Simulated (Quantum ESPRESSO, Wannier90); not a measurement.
# SiC (zinc blende), plane waves to Wannier functions

```
SiC
1.0
    0.00000     2.17699     2.17699
    2.17699     0.00000     2.17699
    2.17699     2.17699     0.00000
Si C
1 1
Direct
  0.75000   0.75000   0.75000
  0.00000   0.00000   0.00000
```

Cell from Materials Project (mp-8062), symmetrised, no further relaxation. COD (Crystallography Open Database) has the formula in 5 space groups, this one among them (matched by group alone). Method: PBEsol plane waves in Quantum ESPRESSO 7.5 (PseudoDojo norm-conserving files, 66 Ry, no spin polarisation, no spin-orbit coupling), Bloch states on a 12×12×12 mesh through Γ, Wannier90 4.0.1. Density: 12×12×12 mesh, cold smearing 0.01 Ry.

The plane-wave run has 15 bands and 8 electrons a cell. On the energy scale of pw.x, whose zero is arbitrary, the valence-band maximum lies at 9.48 eV.

Isolated groups of bands, relative to the valence-band maximum (bands from 5 on overlap up to the last one computed):

```
bands  from (eV)  to (eV)  filling             weight on atomic waves
-----  ---------  -------  -------  ---------------------------------
1         -15.46   -10.14   filled  C 2s 44 %, Si 3p 30 %, Si 3s 18 %
2–4        -8.63     0.00   filled   C 2p 62 %, Si 3p 25 %, Si 3s 8 %
```

Input w.win, without the blocks of cell, atoms and k-points (1728 lines):

```
num_bands = 15
num_wann = 8
num_iter = 800
conv_tol = 1.0e-6
conv_window = 4
dis_num_iter = 1000
dis_conv_tol = 1.0e-6
dis_froz_max = 20.97
write_hr = true
write_u_matrices = true
begin projections
Si: s;p
C: s;p
end projections
mp_grid = 12 12 12
```

wannier90.x stops with:
```
dis_windows: More states in the frozen window than target WFs
```
At some k-point more bands lie below dis_froz_max than there are Wannier functions, and every frozen state has to fit into the subspace. Mended as below, all else unchanged, the run goes through (Ω_I = 5.8 Å²) and follows the plane-wave bands to 3.7 meV rms (states up to 2.2 eV relative to the valence-band maximum).
```
dis_froz_max = 12.21
```
